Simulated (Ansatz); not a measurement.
Starting cell, BP (zinc blende):

```
BP
1.0
    0.00000     4.54847     4.54847
    2.27424     0.00000     2.27424
    2.27424     2.27424     0.00000
P B
2 2
Cartesian
  3.41135   3.41135   3.41135
  3.41135   5.68559   5.68559
  0.00000   0.00000   0.00000
  2.27424   2.27424   4.54847
```

A phonon eigenvector at L = (0.5, 0.0, 0.0) is frozen into this cell: atom i moves by Q times the vector below, so Q is the largest atomic displacement, in Å. The cell is held. It is one choice among 2 degenerate patterns. (q is in reciprocal vectors of the primitive cell; the cell shown is doubled to hold the pattern.)

```
atom       x       y       z
----  ------  ------  ------
P1     0.285  -0.520   0.805
P2    -0.285   0.520  -0.805
B3    -0.263   0.479  -0.742
B4     0.263  -0.479   0.742
```

The numbers are results of PBE (plane waves to 420 eV, PAW, scalar-relativistic; Ansatz, a program for electronic structure), not measurements. k mesh 6×12×12 (Γ-centred), Fermi-Dirac smearing 0.05 eV. E stands for the smeared free energy. BP was relaxed with its symmetry unable to fall. ΔE is measured from the undisplaced structure.

```csv
Q (Å),ΔE (meV/cell)
-0.180,244.7
-0.150,169.3
-0.120,withheld
-0.090,60.6
-0.060,26.9
-0.030,6.7
0.000,0.0
0.030,6.7
0.060,26.9
0.090,60.6
0.120,withheld
0.150,169.3
0.180,244.7
```

**Question.** Fit an even polynomial form (powers 2, 4) to the given rows and predict ΔE at Q = 0.120.

**Answer.** Least squares on the 11 given rows: ΔE = (7459)·Q² + (2872)·Q⁴, in meV/cell with Q in Å; root-mean-square residual 0.01 meV/cell. At 0.120 the fit gives 108.0 meV/cell; the calculation gives 108.0 meV/cell, the same to the digits shown. The quadratic term alone would give 107.4 meV/cell.

(For displaced atoms, the force is minus the slope of the energy, and its curvature is a force constant, which sets phonon frequencies.)
